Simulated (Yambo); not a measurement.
Be3N2 (space group P6_3/mmc, No. 194), G0W0@LDA in Yambo with this input:

```
rim_cut
gw0
dyson
el_el_corr
HF_and_locXC
ppa
em1d
RandQpts= 1000000
RandGvec= 1 Ry
EXXRLvcs= 88 Ry
VXCRLvcs= 352 Ry
Chimod= "HARTREE"
% BndsRnXp
 7 | 135 |
%
NGsBlkXp= 8 Ry
% LongDrXp
 1.0 | 1.0 | 1.0 |
%
PPAPntXp= 27.2114 eV
% GbndRnge
 1 | 135 |
%
GTermKind= "BG"
DysSolver= "n"
ExtendOut
```

On a 6×6×2 mesh, with wavefunctions cut at 88 Ry, the gap (Γ → M) is 4.914 eV and the valence edge shifts by -0.720 eV.

Task: What happens with this change: 6 Ry block?

Result: The gap falls by 0.157 eV, to 4.757 eV; the shift of the valence edge becomes -0.570 eV. Neither run is shown to be the converged limit.

Geometry of the Materials Project entry, not relaxed at this level; primitive cell a = b = 2.8417 Å, c = 9.7468 Å, α = β = 90.00°, γ = 120.00°.

The structure is a Materials Project entry; no match was found in the copy of COD used, and its stability was not checked.

A shift is the quasiparticle energy of the state minus its LDA energy.
